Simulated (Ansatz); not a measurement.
The start is a randomly generated symmetric cell of Y (space group No. 5). The structure is fully relaxed (lattice and positions, P = 0) with r2SCAN (plane waves to 500 eV, PAW, scalar-relativistic; Ansatz, an electronic-structure program). First-step values are on the input's coarse k-mesh.

Ansatz input (later rounds restart from its end on a renewed k-mesh):
Ansatz 0.2 input:
```yaml
crystal:
  lattice:
    - [2.7468548, -4.5732514, 0]
    - [2.7468548, 4.5732514, 0]
    - [-0.6700752, 0, 4.0006325]
  atoms:
    - { symbol: Y, position: [0.59731829, 0.40268171, 0] }
    - { symbol: Y, position: [0.25168879, 0.74831121, 0] }
    - { symbol: Y, position: [0.81536645, 0.18463355, 0] }
basis: { ecutwfc: 500, ecutrho_ratio: 4, xc_grid: 4, fft_grid_basis: typed }
kpoints: { mp_grid: { grid: [7, 7, 8] } }
hamiltonian:
  xc: r2scan
  dispersion: none
  pseudopotentials: { kind: paw }
scf: { occupations: { method: fermi_dirac, width: 0.05 } }
relax: { f_tol: 0.01, max_steps: 100, cell: { stress_tol: 0.02 } }
output: { forces: true, stress: true }
```

```json
{
 "outcome": "The space group goes from C2 (No. 5) to Fm-3m (No. 225); the end is fcc (Cu type), with 1 atom in the primitive cell",
 "energy_released": "about 2.6 eV/atom",
 "volume_change": "-1.0 %, from 33.50 to 33.18 Å³/atom",
 "band_gap_at_the_end": "no gap (metallic)",
 "optimiser_moves": "10"
}
```

Relaxed structure:

```cif
data_Y4
_chemical_formula_sum 'Y4'
_space_group_name_H-M_alt 'Fm-3m'
_space_group_IT_number 225
_space_group_name_Hall '-F 4 2 3'
_cell_length_a 5.10109
_cell_length_b 5.10109
_cell_length_c 5.10109
_cell_angle_alpha 90.000
_cell_angle_beta 90.000
_cell_angle_gamma 90.000
loop_
_atom_site_label
_atom_site_type_symbol
_atom_site_symmetry_multiplicity
_atom_site_Wyckoff_symbol
_atom_site_fract_x
_atom_site_fract_y
_atom_site_fract_z
_atom_site_occupancy
Y1 Y 4 a 0.00000 0.00000 0.00000 1
```
(The calculation used a cell of 1 atom; values per cell refer to that cell.)

Final values are on a 16×16×16 k-mesh of the relaxed cell. The start holds a very short contact (Y–Y 1.99 Å). No spin polarisation in the result.

The run could not lose the symmetry of its start, so the end can be a saddle point.

The relaxed structure here is a generated cell of Y: the first start was made by a random draw of sites in a space group, and the end was not matched to a known phase here, so it may be hypothetical. Known forms of Y include space group No. 194.
